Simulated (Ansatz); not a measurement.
The elements of this relaxed trial crystal are hidden behind letters.

```
lattice vectors (Å)
   0.0000    4.8424    4.8424
   4.8424    0.0000    4.8424
   4.8424    4.8424    0.0000
fractional positions
X 0.7984 0.4005 0.4005
X 0.4005 0.7984 0.4005
X 0.4005 0.4005 0.7984
X 0.4005 0.4005 0.4005
X 0.7500 0.7500 0.7500
Z 0.2500 0.2500 0.2500
Q 0.0000 0.0000 0.0000
```

Theory: DFT PBE, scalar-relativistic, plane waves, PAW (Ansatz). Plane waves to 420 eV, an 8×8×8 mesh through Γ for the 7-atom cell and 0.10 eV Gaussian smearing; no spin polarisation.

| Quantity | Value |
| --- | --- |
| Space group | F-43m (No. 216) |
| Conventional cell | a = 9.685 Å |
| Volume per atom | 32.44 Å³ |
| Density | 2.02 g/cm³ |
| Energy over the elements | +0.45 eV/atom |
| Gap on the 8×8×8 mesh of the 7-atom cell | 0 eV (a metal) |

Energies are uncorrected and count from the elements' standard states at the same level.

Problem. X is an s-block element of period 2, Z is a p-block element of period 6 and Q is a p-block element of period 3. Which elements are they?

Solution. X = Li, Z = Bi, Q = S, so the formula is Li5BiS. Density times volume gives a mean mass of 2.02 × 32.44/1.6605 = 39.5 u per atom, and this set has 39.4 u. Li on a site of symmetry 3m is surrounded by 1 Bi at 2.53 Å, 3 Li at 2.72 Å, 6 Li at 3.96–4.12 Å and 3 S at 4.11 Å; Bi is surrounded by 4 Li at 2.53 Å and 4 S at 4.19 Å; S has 16 Li at 4.11–4.19 Å and 4 Bi at 4.19 Å (long contacts); 1 more site not described. Other sets within the hints have nearly the same mass, so mass alone doesn't settle it; this one was computed.

These runs have no spin–orbit coupling, which can matter for Bi. The cell is a metal run without spin; a magnetic state may lie lower. A structure relaxed within its symmetry needn't be a true minimum.
